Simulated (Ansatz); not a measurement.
## Moving the functional in NaLaMnMoO6

```cif
data_structure
_symmetry_space_group_name_H-M 'P1'
_symmetry_Int_Tables_number 1
_cell_length_a 5.4321
_cell_length_b 5.5068
_cell_length_c 5.7165
_cell_angle_alpha 64.761
_cell_angle_beta 88.963
_cell_angle_gamma 63.775
_cell_volume 135.66
loop_
_atom_site_label
_atom_site_type_symbol
_atom_site_symmetry_multiplicity
_atom_site_Wyckoff_symbol
_atom_site_fract_x
_atom_site_fract_y
_atom_site_fract_z
_atom_site_occupancy
Na1 Na 1 a 0.69740 0.05972 0.73638 1
La1 La 1 a 0.41072 0.51412 0.00994 1
Mn1 Mn 1 a 0.92147 0.57866 0.41655 1
Mo1 Mo 1 a 0.21633 0.97870 0.33337 1
O1 O 1 a 0.56869 0.61375 0.56391 1
O2 O 1 a 0.40995 0.05114 0.05764 1
O3 O 1 a 0.31236 0.21070 0.45135 1
O4 O 1 a 0.04288 0.86047 0.12140 1
O5 O 1 a 0.05836 0.76646 0.60633 1
O6 O 1 a 0.86183 0.36628 0.20313 1
```

The cell comes from a database or a generator and needn't be the stable form of this composition.

Kept alike: task band structure; k mesh 6 × 6 × 5; occupations fermi-dirac, width 0.05 eV; collinear spin, ferromagnetic start. Program: Ansatz, Ansatz PAW. Cutoffs run from 420 to 500 eV. The mesh is that of the run's cell of 10 atoms. No spin-orbit coupling.

```csv
functional,band gap (eV),pressure (GPa),largest site moment (μB)
BLYP,0.150,4.37,3.77
LDA,0.154,-9.31,3.74
PBE,0.170,0.01,3.79
PBEsol,0.167,-4.93,3.77
RPBE,0.191,3.72,3.81
r2SCAN,0.362,-2.98,3.94
revPBE,0.188,2.81,3.80
```

Pressure is positive in compression, with a Pulay correction for the finite cutoff. The runs hold the magnetic state that their start led to, which needn't be the lowest. Gaps are the smaller of the mesh's and the band path's. Site moments count inside each atom's sphere or projector. All rows use potentials made for PBE.

Problem. What does the functional change here?

Solution. The band gap runs from 0.150 (BLYP) to 0.362 eV (r2SCAN). From PBE: BLYP -0.020; LDA -0.016; PBEsol -0.003; RPBE +0.021; r2SCAN +0.192; revPBE +0.018. The pressure runs from -9.31 (LDA) to 4.37 GPa (BLYP). From PBE: BLYP +4.36; LDA -9.32; PBEsol -4.94; RPBE +3.71; r2SCAN -2.99; revPBE +2.80. The largest site moment runs from 3.74 (LDA) to 3.94 μB (r2SCAN). From PBE: BLYP -0.02; LDA -0.05; PBEsol -0.02; RPBE +0.02; r2SCAN +0.15; revPBE +0.01.
